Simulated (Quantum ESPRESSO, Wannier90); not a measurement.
# Wannierisation of AlRh (CsCl type)

```
begin unit_cell_cart
ang
    2.9773200000    0.0000000000    0.0000000000
    0.0000000000    2.9773200000    0.0000000000
    0.0000000000    0.0000000000    2.9773200000
end unit_cell_cart
begin atoms_frac
Al   0.0000000000  0.0000000000  0.0000000000
Rh   0.5000000000  0.5000000000  0.5000000000
end atoms_frac
```

Materials Project entry mp-364; symmetrised, unrelaxed at this level. Not found in the COD (Crystallography Open Database) copy used; not checked further. Method: PBEsol plane waves in Quantum ESPRESSO 7.5 (PseudoDojo norm-conserving files, 71 Ry, no spin polarisation, no spin-orbit coupling), Bloch states on a 10×10×10 mesh through Γ, Wannier90 4.0.1. Density: 14×14×14 mesh, cold smearing 0.01 Ry.

A tight-binding model is made by disentanglement and projection with no localisation steps (num_iter = 0), so the 13 orbitals stay atom-like: hydrogen-like Al: s;p; Rh: s;p;d, axes along x, y, z; frozen window up to 1.50 eV relative to the Fermi level. It follows pw.x to 3.6 meV rms for states up to 1.0 eV relative to the Fermi level. Matrix elements depend on this choice of orbitals and windows.

Q: What are the on-site energies relative to the Fermi level, and how fast do the hoppings decay?

A: 
| atom | orbitals | energy (eV) |
|---|---|---|
| Al1 | s | 2.33 |
| Al1 | pz px py | 7.37 |
| Rh2 | s | 4.86 |
| Rh2 | pz px py | 10.76 |
| Rh2 | dz2 dx2-y2 | -2.61 |
| Rh2 | dxz dyz dxy | -2.63 |

```
distance of the centres (Å)  largest modulus (eV)
---------------------------  --------------------
2–3                                           2.4
4–5                                          0.34
5–6                                          0.34
6–7                                         0.043
7–8                                         0.078
8–9                                         0.017
9–10                                        0.016
10–11                                      0.0095
11–12                                       0.021
12–13                                       0.012
```
